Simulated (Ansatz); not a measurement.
Na:
```
CELL_PARAMETERS angstrom
      0.00000     3.74269     3.74269
      3.74269     0.00000     3.74269
      3.74269     3.74269     0.00000
ATOMIC_POSITIONS crystal
  Na 0.00000 0.00000 0.00000
  Na 0.25000 0.25000 0.25000
```

Relaxed with PBEsol.

### Question
Decompose the optical modes at the zone centre into irreducible representations, and say which are infrared and Raman allowed.

### Answer
Point group m-3m: Γ_opt = T2g. Infrared: none. Raman: T2g.

### Question
Assign frequencies (DFPT, PBEsol in the plane-wave PAW code Ansatz).

### Answer
T2g 118 cm⁻¹.

Space group Fd-3m (diamond). The start of the workflow was typed in or built on a structure type; neither database checked (COD, Materials Project) lists it. It is not the phase usual at ambient conditions (space group No. 229). The cell was relaxed with PBEsol under the symmetry of its start. At this level the phase is mechanically unstable. As this level gives no gap, phonon frequencies hold no LO–TO term and depend on the k-mesh and smearing (Fermi–Dirac, 0.1 eV here).

Potentials: the later of the program's two PAW sets.
